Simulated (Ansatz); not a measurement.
Given:

Mo2C:
Space group Pbcn (No. 60); a = 4.707 Å, b = 6.004 Å, c = 5.177 Å, α = β = γ = 90.00°

```tsv
atom	site	symmetry	x	y	z
Mo	8d	1	0.2548	0.3782	0.0798
C	4c	.2.	0.0000	0.6231	0.2500
```

This is the PBEsol-relaxed structure.

All from PBEsol (plane waves, PAW; program Ansatz), unless another level is named. Predict the bulk modulus (Birch–Murnaghan fit).

313 GPa.

Next, the highest zone-centre frequency?

714 cm^-1.

The first step of the workflow began from a Materials Project structure, measured or hypothetical; the Crystallography Open Database files this formula in space group No. 60, but the cells were not matched. Its standing as an ambient phase is unchecked. The cell was relaxed with PBEsol under the symmetry of its start; of distortions, only those at the zone centre were tested. No spin polarisation was allowed. As this level gives no gap, phonon frequencies hold no LO–TO term and depend on the k-mesh and smearing (Fermi–Dirac, 0.1 eV here).

Potentials: the later of the program's two PAW sets.
